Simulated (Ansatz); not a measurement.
**Ti: two-dimensional strain map**

These are results of DFT r2SCAN, scalar-relativistic, plane waves, PAW in Ansatz, not measurements. The runs took a 500 eV cutoff, a Γ-centred 20×20×20 mesh and Gaussian smearing (0.15 eV). No spin polarisation. Energies are free energies at this smearing, counted from the undisturbed cell; pressure is positive in compression.

Zero of the scan (as given, not relaxed at this level; it stands at -2.8 GPa; this bcc form isn't the usual structure):

```xyz
1
Lattice="-1.6410 1.6410 1.6410 1.6410 -1.6410 1.6410 1.6410 1.6410 -1.6410" Properties=species:S:1:pos:R:3 pbc="T T T"
Ti    0.0000    0.0000    0.0000
```

The cell is strained by p along both x and y and by q along z, fractional coordinates fixed. Points are written (p, q).

Energy above the undisturbed cell in meV/atom (a dash: not computed):

| p \ q | -0.050 | -0.025 | 0.000 | 0.025 | 0.050 |
| --- | --- | --- | --- | --- | --- |
| -0.050 | 97.3 | 58.9 | 28.8 | 6.1 | -10.4 |
| -0.025 | 29.9 | ? | ? | -7.3 | -7.7 |
| 0.000 | -4.3 | -5.1 | 0.0 | 10.2 | 24.9 |
| 0.025 | ? | 6.6 | 28.0 | 53.5 | ? |
| 0.050 | 14.2 | 42.8 | 78.2 | 118.0 | 160.3 |

Problem. Fill in the withheld energies.

Solution. (-0.025, -0.025): 10.7; (-0.025, 0.000): -1.4; (0.025, -0.050): -9.1; (0.025, 0.050): 82.4.